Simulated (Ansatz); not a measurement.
Debugging a calculation of VN$_{2}$

Someone meant to compute VN$_{2}$ with PBE, plane waves and PAW in Ansatz and wrote this input. Its settings were carried over from an input for a code that works in rydberg.

```yaml
crystal:
  lattice:
    - [-2.15075, 2.15075, 2.49135]
    - [2.15075, -2.15075, 2.49135]
    - [2.15075, 2.15075, -2.49135]
  atoms:
    - { symbol: V, position: [0.25, 0.25, 0.0] }
    - { symbol: V, position: [0.75, 0.75, 0.0] }
    - { symbol: "N", position: [0.1151, 0.6151, 0.7302] }
    - { symbol: "N", position: [0.6151, 0.8849, 0.5] }
    - { symbol: "N", position: [0.8849, 0.3849, 0.2698] }
    - { symbol: "N", position: [0.3849, 0.1151, 0.5] }
basis:
  ecutwfc: 40
kpoints:
  mp_grid: { grid: [12, 12, 12] }
hamiltonian:
  xc: pbe
scf:
  occupations: { method: gaussian, width: 0.1 }
  max_iter: 73
output:
  forces: true
  stress: true
  eigenvalues: true
```

Command:

```bash
ansatz run input.yaml --threads 1 --pin off --max-ram 2560MiB --backend cpu --events-out ev --progress --plain --runs-dir out
```

From the log:

```text
Error: inconsistent input (basis.ecutwfc, kpoints): the smallest per-k basis holds n_pw = 19 plane waves (k-point 0, counted from 0 among those solved) but the deck needs at least 24 band(s) per channel, and no run solves more bands than the smallest per-k basis has plane waves; raise basis.ecutwfc until the smallest per-k basis, which caps the automatic band count, holds at least 24 plane waves
```

Task: What is wrong, and how is it cured?

Result: The fault is a cutoff meant in rydberg typed as eV. A bare number is read in eV; 1 Ry is 13.606 eV. The cure is a cutoff in eV, here the recommended one.

The change to the input (which also takes the iteration limit of the reference run):

```diff
 basis:
-  ecutwfc: 40
+  ecutwfc: 420
 scf:
-  max_iter: 73
```

Result of the mended run: a largest force of 0.412 eV/Å, a pressure of -0.93 GPa.

Time of the mended run: 17 s on 1 thread of Intel(R) Xeon(R) Platinum 8259CL CPU @ 2.50GHz (Skylake/Cascade Lake) (shared host), peak memory 0.48 GiB.